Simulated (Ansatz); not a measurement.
Starting cell, LiNbO₃ (space group R-3c):

```
LiNbO3
1.0
    2.56213     1.47925     4.51823
   -2.56213     1.47925     4.51823
    0.00000    -2.95850     4.51823
Li Nb O
2 2 6
Cartesian
  0.00000   0.00000  10.16602
  0.00000   0.00000   3.38867
  0.00000   0.00000   0.00000
  0.00000   0.00000   6.77735
 -0.63853   1.47925   7.90691
  0.63853  -1.47925   5.64779
 -0.96180  -1.29261   7.90691
  0.96180   1.29261   5.64779
  1.60033  -0.18664   7.90691
 -1.60033   0.18664   5.64779
```

The atoms are displaced by Q × the pattern below (from a DFPT mode at Γ, largest move 1; Q in Å), at fixed cell.

```tsv
atom	x	y	z
Li1	0.000	0.000	1.000
Li2	0.000	0.000	1.000
Nb3	0.000	0.000	-0.204
Nb4	0.000	0.000	-0.204
O5	0.000	0.019	0.251
O6	0.000	0.019	0.251
O7	-0.017	-0.010	0.251
O8	-0.017	-0.010	0.251
O9	0.017	-0.010	0.251
O10	0.017	-0.010	0.251
```

Computed with LDA (plane waves to 420 eV, PAW, scalar-relativistic; Ansatz, a first-principles code). k mesh 8×8×8 (Γ-centred), Fermi-Dirac smearing 0.05 eV. Energies are smeared free energies. LiNbO3 is run without spin polarisation. LiNbO3 was relaxed with its symmetry unable to fall. This is one of several known forms of LiNbO3; the measured ambient cells at hand have space group No. 161. The zero of ΔE is the undisplaced structure.

```
Q (Å)   ΔE (meV/cell)
------  -------------
-0.100            5.5
-0.067            2.3
-0.033            0.6
0.000             0.0
0.033             0.6
0.067             2.3
0.100             5.5
```

### Question
Which DFPT wavenumber at Γ belongs to this mode?
(A) 99 cm⁻¹
(B) 889 cm⁻¹
(C) 459 cm⁻¹
(D) 499 cm⁻¹

### Answer
A, 99 cm⁻¹. The curvature of the scan gives 100 cm⁻¹

(A displaced cell: forces are minus the slopes of the energy, force constants its curvatures, and phonons follow from these.)
